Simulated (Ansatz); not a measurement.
Input and command of a calculation in Ansatz (plane waves; scalar-relativistic PAW potentials unless the input names others):

```yaml
crystal:
  lattice:
    - [5.385839563, 0.0, 0.0]
    - [0.0, 5.385839563, 0.0]
    - [0.0, 0.0, 2.6246078719]
  atoms:
    - { symbol: Li, position: [0.3177356278, 0.8177356278, 0.0] }
    - { symbol: Li, position: [0.1822643722, 0.3177356278, 0.0] }
    - { symbol: Li, position: [0.6822643722, 0.1822643722, 0.0] }
    - { symbol: Li, position: [0.8177356278, 0.6822643722, 0.0] }
    - { symbol: H, position: [0.0, 0.0, 0.0] }
    - { symbol: H, position: [0.5, 0.5, 0.0] }
    - { symbol: H, position: [0.089219188, 0.589219188, 0.5] }
    - { symbol: H, position: [0.410780812, 0.089219188, 0.5] }
    - { symbol: H, position: [0.910780812, 0.410780812, 0.5] }
    - { symbol: H, position: [0.589219188, 0.910780812, 0.5] }
basis:
  ecutwfc: "350 eV"
kpoints:
  mp_grid: { grid: [8, 8, 14] }
hamiltonian:
  xc: pbe
scf:
  occupations: { method: gaussian, width: 0.1 }
  eigensolver: { kind: davidson }
output:
  forces: true
  eigenvalues: true
  stress: true
```

```bash
ansatz run input.yaml --threads 1 --pin off --max-ram 2560MiB --backend cpu --events-out ev --progress --plain --runs-dir out
```

Abridged log:
```
Warning: basis.ecutwfc = 350 eV is below the records' recommended 420 eV, and the density's cutoff is lower with it unless basis.ecutrho_ratio is high enough to keep the records' density cutoff: compare with a run at a higher cutoff
Basis set: ecut = 350 eV, 1117 PW (Γ), exchange–correlation on 72×72×36 points (8 copies of the dense FFT grid, shifted against one another)
Bands: 19, of which v1, the nominal top of the filled ones, is band 9 counted from 1 (8 counted from 0)
Symmetry: 16 space group operations
k-points: 120 of 896
SCF iter   1: F=—  HF=-912.803116 eV  |F-HF|=—  |Δ(HF+E_count)|=         —  Δρ=6.20e-3  dr2=2.97e-2  ethr=1.77e-3  ⟨swp⟩=9.8  Hψ=11912  notcnv=0
SCF iter   2: F=—  HF=-912.800454 eV  |F-HF|=—  |Δ(HF+E_count)|=   2.66e-3  Δρ=3.96e-3  dr2=1.33e-2  ethr=1.65e-4  ⟨swp⟩=3.1  Hψ=3851  notcnv=0  defer=12
SCF iter   3: F=—  HF=-912.797892 eV  |F-HF|=—  |Δ(HF+E_count)|=   2.56e-3  Δρ=3.89e-4  dr2=3.00e-5  ethr=1.65e-7  ⟨swp⟩=4.0  Hψ=8584  notcnv=0  defer=1
SCF iter   4: F=—  HF=-912.797855 eV  |F-HF|=—  |Δ(HF+E_count)|=   3.72e-5  Δρ=5.78e-5  dr2=9.55e-7  ethr=1.65e-7  ⟨swp⟩=3.0  Hψ=3796  notcnv=0  defer=1
SCF iter   5: F=-912.797857 eV  HF=-912.797857 eV  |F-HF|=2.31e-10  |Δ(HF+E_count)|=   1.70e-6  Δρ=4.00e-6  dr2=8.93e-9  ethr=5.30e-9  ⟨swp⟩=3.0  Hψ=4059  notcnv=0
SCF iter   6: F=-912.797857 eV  HF=-912.797857 eV  |F-HF|=1.47e-10  |Δ(HF+E_count)|=   3.21e-9  Δρ=6.14e-7  dr2=2.13e-10  ethr=4.96e-11  ⟨swp⟩=3.8  Hψ=4570  notcnv=0
the search or the solves at the SCF's close seem to have found levels that the self-consistency loop had missed (the run counts 1). By its estimate they hold under 1e-12 electrons; where the run keeps them, the occupations were computed again with them
SCF 1 converged in 6 iterations: F = -912.797857 eV  dr2 = 2.13e-10
  Residual-converged pass: ⟨swp⟩=2.0  Hψ=2907  notcnv=0  max |occ|·‖R‖ = 6.6e-6 eV (tolerance 6.7e-6 eV) dr2=2.17e-10  dr2_onsite=8.58e-11  max |Δocc| = 1.1e-9
SCF converged after 6 iterations
Free energy (F): -912.797857 eV
Harris-Foulkes:  -912.797857 eV  (|F-HF|=1.47e-10)
Internal energy: -912.788826 eV  (E = F + TS)
E sigma→0 (E₀):  -912.793342 eV
Entropy (-TS):   -0.009030 eV (-0.903 meV/atom)
Fermi energy:    1.918331 eV
--- Forces (eV/Å), atoms counted from 1 ---
  atom   1  Li    -0.00037029    -0.00037029     0.00000000
  atom   2  Li     0.00037029    -0.00037029     0.00000000
  atom   3  Li     0.00037029     0.00037029     0.00000000
  atom   4  Li    -0.00037029     0.00037029     0.00000000
  atom   5  H      0.00000000     0.00000000     0.00000000
  atom   6  H      0.00000000     0.00000000     0.00000000
  atom   7  H     -0.00240286    -0.00240286     0.00000000
  atom   8  H      0.00240286    -0.00240286     0.00000000
  atom   9  H      0.00240286     0.00240286     0.00000000
  atom  10  H     -0.00240286     0.00240286     0.00000000
--- Stress (GPa, compression-positive) ---
        0.040596       0.000000       0.000000
        0.000000       0.040596       0.000000
        0.000000       0.000000      -0.016365
  P = ⅓ Tr σ = 0.0216 GPa (0.216 kbar)
```

Apart from outputs, empty bands and the relaxation, which only the reference makes, the input differs from a reference run on usual settings in scf.eigensolver.kind: not typed → "davidson"; basis.ecutwfc: 420 → "350 eV". The reference, at the same geometry, ended its own course with pressure 0.02 GPa, largest force 0.000 eV/Å, no gap on the mesh. This run converged in 6 SCF iterations with an energy at zero smearing 3.61 meV/atom above the reference's, pressure 0.02 GPa, largest force 0.003 eV/Å, no gap on the mesh. Its cutoff is looser than usual, and the result moved.

Time: 9.8 s on 1 thread of Arm Neoverse V1, on a shared host, peak memory 0.32 GiB.